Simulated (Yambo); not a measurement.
```
SrCd2P2
1.0
    4.35952     0.00000     0.00000
   -2.17976     3.77546     0.00000
    0.00000     0.00000     7.31153
P Sr Cd
2 1 2
Direct
  0.66667   0.33333   0.74567
  0.33333   0.66667   0.25433
  0.00000   0.00000   0.00000
  0.33333   0.66667   0.63487
  0.66667   0.33333   0.36513
```

SrCd₂P₂ (space group P-3m1, No. 164): mean Im ε in 1 eV windows above the direct gap of 1.33 eV, for different electron-hole kernels (Yambo, broadening 0.15 eV, PBEsol (pw.x of Quantum ESPRESSO, ONCV potentials, no spin-orbit coupling) bands; 6×6×4 mesh, 6 valence and 10 conduction bands, static screening with 74 bands and a 3 Ry block, scissor 0.69 eV, Tamm-Dancoff; field along x).

| window (eV) | independent quasiparticles | RPA (no attraction) | BSE |
|---|---|---|---|
| 1.3 to 2.3 | 6.8 | 6.7 | 8.2 |
| 2.3 to 3.3 | 11 | 9.6 | 15 |
| 3.3 to 4.3 | 17 | 15 | 15 |
| 4.3 to 5.3 | 12 | 9.5 | 9.0 |
| 5.3 to 6.3 | 9.1 | 8.8 | 6.8 |
| 6.3 to 7.3 | 5.5 | 6.4 | 4.2 |

This run doesn't resolve bound excitons or single peaks, so only averages are given, and they too depend on the mesh; weight that the attraction moves below the gap isn't listed. All transitions below 7.46 eV are in the band window. The scissor comes from a G0W0 run whose convergence isn't established.

Spin-orbit splittings are left out.

Geometry of the Materials Project entry, not relaxed at this level.

The structure is a Materials Project entry; no match was found in the copy of COD used, and its stability was not checked.
